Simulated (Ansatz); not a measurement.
This GaP4 structure is the end of a relaxation. The cell was found from a structure generator's guess, not taken from experiment.

Level of theory: Ansatz, DFT PBE, scalar-relativistic, plane waves, PAW. Cutoff 420 eV, Γ-centred mesh, Gaussian smearing, no spin polarisation.

```xyz
5
Lattice="5.7806 0.0000 0.0000 0.0000 5.7806 0.0000 0.0000 0.0000 2.4752" Properties=species:S:1:pos:R:3 pbc="T T T"
Ga    0.0000    0.0000    0.0000
P     4.5979    2.8903    0.0000
P     1.1826    2.8903    0.0000
P     2.8903    4.5979    0.0000
P     2.8903    1.1826    0.0000
```

Energies over the elements count from the elements' standard structures at the same level, with no fitted energy shifts. The references include black phosphorus.

**Question.** Find its symmetry and describe it.

**Answer.** P4/mmm (No. 123). Conventional cell: a = 5.781 Å, c = 2.475 Å. Around Ga lie 2 Ga at 2.48 Å and 8 P at 3.12 Å; around P lie 5 P at 2.37–2.48 Å and 2 Ga at 3.12 Å.

**Question.** How far does it lie from the elements in energy?

**Answer.** +0.24 eV/atom. A positive value: parting into the elements would lower its energy.

**Question.** Is it a metal?

**Answer.** Yes, bands cross the Fermi level on the 8×8×16 mesh.

The last run used an 8×8×16 mesh (in the run's order of axes) for its 5-atom cell and Gaussian smearing of 0.10 eV. An odd number of electrons in the primitive cell allows no gap without spin; a larger cell or a magnetic state could open one. The cell is a metal run without spin; a magnetic state may lie lower. The reference form of P is held partly by dispersion forces, which this level lacks. A structure relaxed within its symmetry needn't be a true minimum. Another cell of GaP4 relaxed alike, in Cmmm, lies 40 meV/atom lower, so this cell isn't the stable form at this level.
